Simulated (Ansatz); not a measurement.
Problem. Name crystals whose computed values (DFT-HSE06 in the program Ansatz with PAW potentials) fall in these windows: gap (eV) 1.3 to 1.6; B₀ by P(V) fit (GPa) 33 to 47.

Solution. 

| crystal | gap (eV) | B₀ by P(V) fit (GPa) |
|---|---|---|
| CdTe, zinc blende | 1.50 | 39.6 |
Others may fit too.

The cell was relaxed under the symmetry of its start. Scalar-relativistic: spin–orbit coupling is off unless named, which matters more the heavier the elements.

Potentials: the later of the program's two PAW sets.
